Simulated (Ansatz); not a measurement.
**Profile along the Se–Zn line in ZnSe (zinc blende)**

ZnSe (zinc blende), conventional cell a = b = c = 5.634 Å, α = β = γ = 90.00°. The calculation uses the primitive cell of 2 atoms, to which meshes and values per cell refer.

Fields along a shortest Se–Zn line of a {110} plane (2.44 Å), from Se to Zn, interpolated on the slice's grid (step about 0.2 Å). Method: PBEsol (plane waves to 420 eV, PAW, scalar-relativistic; Ansatz, a quantum-chemistry and plane-wave program). k mesh 10×10×10. Near the nuclei the fields are pseudised (PAW); where an atom keeps semicore shells as valence, they peak there. The PAW data are Ansatz's earlier set. ZnSe was relaxed with its symmetry unable to fall.

```
distance from Se (Å)  valence electron density (e/Å³)  electron localisation function
--------------------  -------------------------------  ------------------------------
0.00                                            64.45                               x
0.24                                            32.65                               x
0.49                                             5.37                               x
0.73                                             1.22                            0.79
0.98                                             0.71                            0.82
1.22                                             0.48                            0.59
1.46                                             0.47                            0.22
1.71                                             0.93                            0.12
1.95                                             4.47                               x
2.20                                            24.43                               x
2.44                                            46.65                               x
```

x: too close to a nucleus for the ELF to mean much.

Density on the Se–Zn line (2.44 Å) at its density minimum, 1.3 Å from Se: 0.44 e/Å³. ELF at that point: 0.4. ELF maximum in the middle third of the Se–Zn line: 0.83, 0.9 Å from Se.
